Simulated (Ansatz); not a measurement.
Si3Bi4O12 in space group I-43d (No. 220; Si on 12a, Bi on 16c, O on 48e), r²SCAN (plane waves, PAW; program Ansatz). The conduction-band minimum lies on the Γ–H line, 54 % of the way from Γ, with 6 equivalent valleys. Second derivatives d²E/dk² of the lowest band at one valley (eV·Å²), along Cartesian directions:

```json
[
 {"direction": "[100]", "d²E/dk²": "4.556"},
 {"direction": "[010]", "d²E/dk²": "4.556"},
 {"direction": "[001]", "d²E/dk²": "4.234"},
 {"direction": "[110]", "d²E/dk²": "4.558"},
 {"direction": "[101]", "d²E/dk²": "4.383"},
 {"direction": "[011]", "d²E/dk²": "4.383"}
]
```

Q: Find the principal effective masses, the density-of-states mass and the conductivity mass.

A: Off-diagonal terms follow from H_xy = H[110] − (H_xx + H_yy)/2, and m*/mₑ = 7.620 eV·Å² over each eigenvalue: 1.7, 1.7, 1.8. One valley's DOS mass (m₁m₂m₃)^(1/3) = 1.7, conductivity mass 3/(Σ 1/mᵢ) = 1.7 mₑ.

Q: What effective density of states Nc follows at 300 K for parabolic valleys?

A: Nc = 2.509e19 × 6 × (1.7)^(3/2) ≈ 3.3e20 cm⁻³.

The first step of the workflow began from a Materials Project structure, measured or hypothetical; the Crystallography Open Database files this formula in space group No. 220, but the cells were not matched. Whether it is the stable phase at ambient conditions was not checked. The cell was relaxed with r²SCAN under the symmetry of its start; its stability against distortions is not shown here. Scalar-relativistic: spin–orbit coupling is off unless named, which matters more the heavier the elements.

Potentials: the later of the program's two PAW sets.

Edges and masses are those of Kohn–Sham bands, whose gap is no quasiparticle gap.
